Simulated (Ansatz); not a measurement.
**Optical constants of CdF$_{2}$**

Computed with Ansatz 0.2.0, DFT LDA, scalar-relativistic, plane waves, PAW. Plane waves to 420 eV; Γ-centred k mesh 8×8×8; Gaussian smearing of 0.01 eV. No spin polarisation.

Relaxed structure:
```xyz
3
Lattice="0.0000 2.6731 2.6731 2.6731 0.0000 2.6731 2.6731 2.6731 0.0000" Properties=species:S:1:pos:R:3 pbc="T T T"
Cd    0.0000    0.0000    0.0000
F     1.3365    1.3365    1.3365
F     4.0096    4.0096    4.0096
```

The cell is the ideal cubic fluorite prototype.

Independent-particle response (no local fields, no excitons) on a 12×12×12 mesh, broadened by 0.1 eV. Light polarised along z.

Problem. Tabulate ε₁ and ε₂ against photon energy.

Solution.
| E (eV) | ε₁ | ε₂ |
| --- | --- | --- |
| 0.1 | 3.07 | 0.00 |
| 0.5 | 3.08 | 0.00 |
| 0.9 | 3.09 | 0.00 |
| 1.3 | 3.12 | 0.00 |
| 1.7 | 3.15 | 0.00 |
| 2.1 | 3.20 | 0.00 |
| 2.5 | 3.27 | 0.00 |
| 2.9 | 3.37 | 0.00 |
| 3.3 | 3.54 | 0.00 |
| 3.7 | 3.80 | 0.12 |
| 4.1 | 4.11 | 0.61 |
| 4.5 | 3.85 | 1.00 |
| 4.9 | 3.63 | 1.18 |
| 5.3 | 3.44 | 1.28 |
| 5.7 | 3.28 | 1.34 |
| 6.1 | 3.15 | 1.37 |
| 6.5 | 3.02 | 1.39 |
| 6.9 | 2.92 | 1.39 |
| 7.3 | 2.82 | 1.37 |
| 7.7 | 2.69 | 1.35 |
| 8.1 | 2.68 | 1.00 |
| 8.5 | 3.03 | 0.94 |
| 8.9 | 3.43 | 1.43 |
| 9.3 | 3.42 | 1.32 |
| 9.7 | 3.80 | 2.44 |
| 10.1 | 2.07 | 3.21 |
| 10.5 | 1.45 | 2.28 |
| 10.9 | 1.58 | 1.17 |
| 11.3 | 2.44 | 1.02 |
| 11.7 | 3.01 | 1.42 |

Problem. Where is the highest local maximum of ε₂ between 0.3 and 12 eV?

Solution. At 10.0 eV, where ε₂ = 3.5.

Problem. How do the static value and the gaps compare?

Solution. ε₁(0) = 3.07; on the self-consistent k mesh the Kohn–Sham gap is 2.89 eV and the least direct gap 3.34 eV.

Cost: 1 run of about 0.57 core-minutes, on Intel Xeon Processor @ 2.50GHz (Skylake/Cascade Lake) (shared hosts).